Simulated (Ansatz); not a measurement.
Values for one crystal, relaxed and computed with the program Ansatz at the r²SCAN level (PAW); other levels are named.

| Property | Result |
|---|---|
| Volume per atom | 10.11 Å³ |
| Band gap | 2.12 eV (indirect) |
| Electron effective mass with spin–orbit coupling | 0.34, 1.5, 3.6 mₑ (principal values) |
| Hole effective mass, band 1 of 2 at the edge | 0.64 along x, 2.5 along z (mₑ) |
| Gap with spin–orbit coupling | 2.11 eV |
| Hole effective mass with spin–orbit coupling | 0.37, 0.37, 2.5 mₑ (principal values) |
| Smallest direct gap on the standard path | 2.80 eV |

Question: Which of these materials gives this?
(A) Li3Sb, Fm-3m (Li on 4b, Li on 8c, Sb on 4a)
(B) LiVO2F2, P2_1/m (Pearson symbol mP12)
(C) LiF, rock salt
(D) Li2ZrN2, P-3m1 (Li on 2d, Zr on 1a, N on 2d)

Answer: D, Li2ZrN2, P-3m1 (Li on 2d, Zr on 1a, N on 2d)

The first step of the workflow began from a Materials Project structure, measured or hypothetical; the Crystallography Open Database copy checked does not list it. Its standing as an ambient phase is unchecked. The r²SCAN relaxation kept the symmetry of its start; whether a distortion lowers the energy is not shown. The run is not spin-polarised. Spin–orbit coupling is left out wherever it is not named.

Potentials: the later of the program's two PAW sets.
